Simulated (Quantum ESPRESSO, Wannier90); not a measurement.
## KCaF₃ (cubic perovskite), plane waves to Wannier functions

```xyz
5
Lattice="4.4817 0.0000 0.0000 0.0000 4.4817 0.0000 0.0000 0.0000 4.4817" Properties=species:S:1:pos:R:3 pbc="T T T"
K      2.2409     2.2409     2.2409
Ca     0.0000     0.0000     0.0000
F      0.0000     2.2409     0.0000
F      2.2409     0.0000     0.0000
F      0.0000     0.0000     2.2409
```

Materials Project entry mp-4950; symmetrised, unrelaxed at this level. Not found in the COD (Crystallography Open Database) copy used; not checked further. Computed values, not measurements, from PBEsol: Quantum ESPRESSO (norm-conserving PseudoDojo potentials, cutoff 68 Ry, no spin polarisation, no spin-orbit coupling) on a Γ-centred 6×6×6 mesh, then Wannier90. Density: 8×8×8 mesh, cold smearing 0.01 Ry.

A tight-binding model is made by disentanglement and projection with no localisation steps (num_iter = 0), so the 19 orbitals stay atom-like: hydrogen-like K: s; Ca: s;d; F: s;p, axes along x, y, z; frozen window up to 7.55 eV relative to the valence-band maximum. It follows pw.x to 3.2 meV rms for states up to 7.1 eV relative to the valence-band maximum. Matrix elements depend on this choice of orbitals and windows. Bands 6–8 (Ca 3p 90 %, F 2s 9 %), 9–11 (K 3p 99 %) lie between the kept ones and are excluded.

The 20 largest hoppings ⟨m,0|H|n,R⟩ between different sites (one of each Hermitian pair; signs follow the real orbitals' lobes; the list may end inside a set of equal values):

```
m               n      R  distance of the centres (Å)  t (eV)
-----  ----------  -----  ---------------------------  ------
F5 s      Ca2 dz2  0 0 0                         2.24  -1.624
F5 s      Ca2 dz2  0 0 1                         2.24  -1.624
F3 s        Ca2 s  0 0 0                         2.24   1.597
F4 s        Ca2 s  0 0 0                         2.24   1.597
F5 s        Ca2 s  0 0 0                         2.24   1.597
F3 s        Ca2 s  0 1 0                         2.24   1.597
F4 s        Ca2 s  1 0 0                         2.24   1.597
F5 s        Ca2 s  0 0 1                         2.24   1.597
F5 pz     Ca2 dz2  0 0 0                         2.24   1.523
F5 pz     Ca2 dz2  0 0 1                         2.24  -1.523
F3 s   Ca2 dx2-y2  0 0 0                         2.24   1.406
F4 s   Ca2 dx2-y2  0 0 0                         2.24  -1.406
F3 s   Ca2 dx2-y2  0 1 0                         2.24   1.406
F4 s   Ca2 dx2-y2  1 0 0                         2.24  -1.406
F3 py  Ca2 dx2-y2  0 0 0                         2.24  -1.319
F4 px  Ca2 dx2-y2  0 0 0                         2.24   1.319
F3 py  Ca2 dx2-y2  0 1 0                         2.24   1.319
F4 px  Ca2 dx2-y2  1 0 0                         2.24  -1.319
F3 s         K1 s  0 0 0                         3.17   0.916
F4 s         K1 s  0 0 0                         3.17   0.916
```
